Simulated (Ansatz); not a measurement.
Data sheet: GeS (DFT)

GeS:
Space group P6₃/mmc (No. 194); a = 3.777 Å, b = 3.777 Å, c = 6.703 Å, α = 90.00°, β = 90.00°, γ = 120.00°

| atom | site | symmetry | x | y | z |
|---|---|---|---|---|---|
| Ge | 2a | -3m. | 0.0000 | 0.0000 | 0.0000 |
| S | 2c | -6m2 | 0.3333 | 0.6667 | 0.2500 |

Space group P6_3/mmc (No. 194), NiAs type; conventional cell a = b = 3.777 Å, c = 6.703 Å, α = β = 90.00°, γ = 120.00°.

Method: DFT-PBE in the program Ansatz with PAW potentials. The cell and atoms are relaxed at this level. Other levels are named where they apply.

Cell and energy:

- Volume per atom = 20.70 Å³
- Density = 4.20 g/cm³
- Formation energy from the elements (no fitted shifts) = -12 kJ/mol of atoms

Electronic structure:

- Electronic character = metallic (no gap)
- Density of states at the Fermi level = 0.10 states/eV per atom (mean over ±0.08 eV)

Mechanics:

- Bulk modulus (Birch–Murnaghan fit) = 56.2 GPa
- Pressure derivative B′ = 2.6

A made-up cell: these elements were put on the sites of a structure type; neither database checked (COD, Materials Project) lists it. COD files the formula under space group No. 62, so this cell is another polymorph or a model. Its standing as an ambient phase is unchecked. Symmetry was held in the PBE relaxation; whether a distortion lowers the energy is not shown. The references are the lowest solids computed at this level, not always the standard phases. Spin–orbit coupling is left out wherever it is not named.

Potentials: the later of the program's two PAW sets.
